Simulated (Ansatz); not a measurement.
One crystal and one scan (frozen-phonon scan) at two levels, PBE (plane waves to 420 eV, PAW, scalar-relativistic; Ansatz, an electronic-structure program) and r2SCAN (plane waves to 500 eV, PAW, scalar-relativistic; Ansatz), each from its own relaxed cell and on its own mesh. The cell shown is that of PBE.

Relaxed BN (zinc blende):

```xyz
4
Lattice="0.0000 3.6247 3.6247 1.8124 0.0000 1.8124 1.8124 1.8124 0.0000" Properties=species:S:1:pos:R:3 pbc="T T T"
N      2.7185     2.7185     2.7185
N      2.7185     4.5309     4.5309
B      0.0000     0.0000     0.0000
B      1.8124     3.6247     1.8124
```

A phonon eigenvector at L = (0.5, 0.0, 0.0) is frozen into this cell: atom i moves by Q times the vector below, so Q is the largest atomic displacement, in Å. The cell is held. (q is in reciprocal vectors of the primitive cell; the cell shown is doubled to hold the pattern.)

| atom | x | y | z |
|---|---|---|---|
| N1 | -0.577 | 0.577 | 0.577 |
| N2 | 0.577 | -0.577 | -0.577 |
| B3 | 0.332 | -0.332 | -0.332 |
| B4 | -0.332 | 0.332 | 0.332 |

BN was relaxed with its symmetry unable to fall. (PBE) Left out: 2 of 13 points, with atoms too close for the PAW data. (r2SCAN) Left out: 2 of 13 points, with atoms too close for the PAW data. Both scans cover Q from -0.233 to 0.233 Å.

ΔE (meV/cell), each from the undisplaced structure of its own level:

| Q (Å) | PBE | r2SCAN |
|---|---|---|
| -0.233 | 4017 | 4373 |
| -0.187 | 2371 | withheld |
| -0.140 | 1251 | 1353 |
| -0.093 | 531 | 574 |
| -0.047 | 129 | 139 |
| 0.000 | 0 | 0 |
| 0.047 | 129 | 139 |
| 0.093 | 531 | 574 |
| 0.140 | 1251 | 1353 |
| 0.187 | 2371 | withheld |
| 0.233 | 4017 | 4373 |

Task: Estimate the r2SCAN value at -0.187 from the PBE value there and the ratio of the two levels in the two nearest given rows on that side of the minimum.

Result: At -0.233 and -0.140 the ratio r2SCAN/PBE averages 1.085, which gives 1.085 × 2371 = 2573 meV/cell. The calculation gives 2571 meV/cell, +8.4 % against PBE.

(For displaced atoms, the force is minus the slope of the energy, and its curvature is a force constant, which sets phonon frequencies.)
